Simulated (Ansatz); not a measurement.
Values for one crystal, relaxed and computed with plane-wave PAW PBEsol (Ansatz code); other levels are named.

| Item | Result |
|---|---|
| Volume per atom | 10.38 Å³ |
| Electronic character | metallic (no gap) |
| Pressure derivative B′ | 4.8 |
| Hill bulk and shear moduli | 230 and 109 GPa |
| Debye temperature from the elastic constants | 519 K |
| Elastic constants (relaxed ions, GPa) | C11 = 319, C12 = 186, C44 = 152 |
| Bulk modulus (Birch–Murnaghan fit) | 231 GPa |

**Question.** Which of these materials gives this?
A) Ca, fcc (Cu type)
B) Ni, fcc (Cu type)
C) Tl, hcp (Mg type)
D) Ce, fcc (Cu type)

**Answer.** B, Ni, fcc (Cu type)

Space group Fm-3m (fcc (Cu type)). The PBEsol relaxation kept the symmetry of its start. Magnetic state: ferromagnetic, chosen from 3 collinear starts compared on coarse meshes (ties went to the first, and starts can fall back to one state), not a proven ground state. Textbook magnetic order: ferromagnetic. As this level gives no gap, shear constants depend on the k-mesh and smearing (Fermi–Dirac, 0.1 eV here). On the denser mesh and wider smearing of the elastic run this cell carries a stress of 0.3 GPa.

Potentials: the later of the program's two PAW sets.
